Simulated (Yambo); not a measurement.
```xyz
2
Lattice="3.8861 0.0000 0.0000 0.0000 3.8861 0.0000 0.0000 0.0000 3.8861" Properties=species:S:1:pos:R:3 pbc="T T T"
Cl     1.9430     1.9430     1.9430
Rb     0.0000     0.0000     0.0000
```

RbCl (CsCl type, space group Pm-3m, No. 221): mean Im ε in 1 eV windows above the direct gap of 7.84 eV, for different electron-hole kernels (Yambo, broadening 0.15 eV, norm-conserving PBEsol (Quantum ESPRESSO, 58 Ry, with spin-orbit coupling) bands; 6×6×6 mesh, 6 valence and 6 conduction bands, static screening with 58 bands and a 4 Ry block, scissor 2.86 eV, Tamm-Dancoff; field along x).

| window (eV) | independent quasiparticles | RPA (no attraction) | BSE |
|---|---|---|---|
| 7.8 to 8.8 | 0.4 | 0.4 | 3.0 |
| 8.8 to 9.8 | 1.3 | 1.0 | 2.6 |
| 9.8 to 10.8 | 3.7 | 2.5 | 1.4 |

This run doesn't resolve bound excitons or single peaks, so only averages are given, and they too depend on the mesh; weight that the attraction moves below the gap isn't listed. All transitions below 11.67 eV are in the band window. The scissor comes from a G0W0 run whose convergence isn't established.

Geometry relaxed with PBEsol.

This is not the ordinary phase of the substance.
